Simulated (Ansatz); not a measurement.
The calculation used DFT PBE, scalar-relativistic, plane waves, PAW in Ansatz 0.2.0. All cells share a 420 eV cutoff and Γ-centred k meshes spaced at most about 0.3 Å⁻¹ (about 0.25 or finer for metals, 2π included). No spin polarisation in the final relaxations.

These are static total energies at zero pressure. All come from trial cells, and lower structures may exist.

Task: These unrelaxed guesses for Ge3N are each relaxed within their symmetry. Order them by the energy at which they end, lowest first.
A.

```
Ge N
1.0
     3.73806    0.00000    0.00000
     0.00000    3.73806    0.00000
     0.00000    0.00000    5.40639
Ge N
3 1
Cartesian
  0.0000 1.8690 0.1804
  1.8690 0.0000 5.2260
  1.8690 1.8690 2.7032
  0.0000 0.0000 0.0000
```

B.

```
Ge N
1.0
     2.71161    1.56555    2.85860
    -2.71161    1.56555    2.85860
     0.00000   -3.13109    2.85860
Ge N
3 1
Cartesian
  0.0000 1.5655 2.8586
  -1.3558 -0.7828 2.8586
  1.3558 -0.7828 2.8586
  0.0000 0.0000 4.2879
```

C.

```
Ge N
1.0
     5.48126    0.00000    0.00000
    -2.74063    4.74691    0.00000
     0.00000    0.00000    4.99665
Ge N
6 2
Direct
  0.31705 0.00000 0.25000
  0.31705 0.31705 0.75000
  0.00000 0.31705 0.25000
  0.68295 0.00000 0.75000
  0.68295 0.68295 0.25000
  0.00000 0.68295 0.75000
  0.00000 0.00000 0.00000
  0.00000 0.00000 0.50000
```

D.

```
Ge N
1.0
     3.10245    1.79120    2.53156
    -3.10245    1.79120    2.53156
     0.00000   -3.58240    2.53156
Ge N
3 1
Direct
  0.50000 0.00193 0.99807
  0.00193 0.99807 0.50000
  0.99807 0.50000 0.00193
  0.00000 0.00000 0.00000
```

Result: A (ends in P-4m2, 0 meV/atom), C (ends in P6_3/mcm, 298 meV/atom), D (ends in R32, 0.33 eV/atom), B (ends in R-3m, 0.52 eV/atom). Even the lowest end lies +0.41 eV/atom against the elements.

In P-4m2, R32, R-3m an odd number of electrons in the primitive cell allows no gap without spin; a larger cell or a magnetic state could open one. A magnetic state wasn't ruled out in cells without spin, among them R-3m. Cells relaxed within their symmetry can be saddle points. Some candidate types were left out of the draw beforehand, so a known form may be missing.
